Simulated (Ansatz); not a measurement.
# Computed properties of Li

```
Li
1.0
     3.11100    0.00000    0.00000
    -1.55550    2.69421    0.00000
     0.00000    0.00000    5.09300
Li
2
Direct
  0.33333 0.66667 0.25000
  0.66667 0.33333 0.75000
```

Atoms are numbered in the order listed.

Structure: COD 9011003, as refined from experiment and not relaxed.

All numbers below come from Ansatz 0.2.0, DFT, PBEsol, all-electron LAPW, scalar-relativistic.

The runs use a Γ-centred 15×15×8 k mesh, Fermi–Dirac smearing of 0.03 eV, basis error target 0.25 meV/atom, no spin polarisation.

```yaml
Pressure_at_this_cell: -0.69 GPa
Volume_per_atom: 21.34 Å³
```

(1) Give the computed value. Band gap.

(2) Give the computed value. Density of states at the Fermi level (0.2 eV bin).

Answers

(1) none: bands cross the Fermi level, a metal.

(2) 1.06 states/eV per cell.
